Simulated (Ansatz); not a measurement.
# BiO5: zone-centre modes

Method: DFT PBE, scalar-relativistic, plane waves, PAW in Ansatz. Plane waves to 420 eV; Γ-centred k mesh 8×8×4; Gaussian smearing of 0.10 eV. No spin polarisation. Phonons by linear response, acoustic sum rule imposed.

The cell, relaxed at this level:
```xyz
12
Lattice="3.7399 0.0000 0.0000 0.0000 3.7399 0.0000 0.0000 0.0000 12.4316" Properties=species:S:1:pos:R:3 pbc="T T T"
Bi    0.0000    1.8699   11.0875
Bi    1.8699    0.0000    1.3441
O     1.8699    1.8699    0.0000
O     0.0000    0.0000    0.0000
O     0.0000    1.8699    7.8669
O     0.0000    1.8699    6.6542
O     0.0000    1.8699    2.2930
O     0.0000    1.8699    3.6397
O     1.8699    0.0000    4.5647
O     1.8699    0.0000    5.7773
O     1.8699    0.0000   10.1386
O     1.8699    0.0000    8.7918
```

The structure comes from a proposed guess, relaxed at this level; another structure or a mixture of phases may lie lower. In a metal, frequencies depend on the k mesh and the smearing, soft modes most. Spin–orbit coupling is left out, which matters for heavy elements. No dispersion correction is applied, so modes and constants that involve weak contacts between layers, chains or molecules come out too soft.

Optical modes at Γ; i marks an imaginary frequency:
```csv
frequency (THz),degeneracy
7.65i,2
7.31i,2
6.56i,2
0.51,2
1.31,2
2.49,1
2.56,2
3.06,2
3.54,2
3.83,1
4.35,1
4.55,2
5.00,1
5.85,1
8.85,2
10.79,1
13.01,1
14.73,2
29.59,1
30.71,1
41.75,1
44.47,1
```

6 of the 33 optical modes are unstable, so the structure is a saddle point of the energy and would distort without enlarging its cell.
